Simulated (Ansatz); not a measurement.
SnS2:
```
SnS2
1.0
   -2.68861     2.68861     5.22024
    2.68861    -2.68861     5.22024
    2.68861     2.68861    -5.22024
Sn S
2 4
Direct
  0.75000   0.25000   0.50000
  0.00000   0.00000   0.00000
  0.87500   0.84586   0.47086
  0.15414   0.62500   0.02914
  0.37500   0.40414   0.52914
  0.59586   0.12500   0.97086
```

Relaxed with LDA. Special points in fractions of this cell's reciprocal vectors: Γ (0.000, 0.000, 0.000); X (0.000, 0.000, 0.500); P (0.250, 0.250, 0.250); N (0.000, 0.500, 0.000); M (0.500, 0.500, -0.500); S (0.316, 0.684, -0.316); S0 (-0.316, 0.316, 0.316); R (-0.133, 0.133, 0.500); G (0.500, 0.500, -0.133).

List the band energies nearest the valence-band maximum at these points for DFT-LDA in the program Ansatz with PAW potentials.

In eV from the valence-band maximum; about four levels below and three above (degenerate sets whole), none deeper than 8.9 eV; points with the same levels are listed once.

```csv
k,below,above
Γ,-1.79 -1.79 -0.11 -0.11 0.00,1.42 2.41 2.56
X,-0.68 -0.68 -0.24 -0.24,2.00 2.00 4.35 4.35
P,-0.60 -0.60 -0.51 -0.51,2.20 2.20 4.38 4.38
N,-1.42 -1.09 -0.80 -0.37,2.75 3.07 3.89
M,-1.72 -1.72 -0.54 -0.54,2.03 2.03 2.56 2.56
S,-1.50 -1.04 -0.81 -0.26,2.48 2.98 3.23
R,-0.79 -0.79 -0.40 -0.40,2.24 2.24 4.44 4.44
```

Space group I-42d. The workflow started from a Materials Project entry (that database holds measured and hypothetical structures alike); the Crystallography Open Database copy checked does not list it. It is not the phase usual at ambient conditions (space group No. 164). The LDA relaxation kept the symmetry of its start; of distortions, only those at the zone centre were tested. Spin–orbit coupling is left out wherever it is not named.

Potentials: the later of the program's two PAW sets.
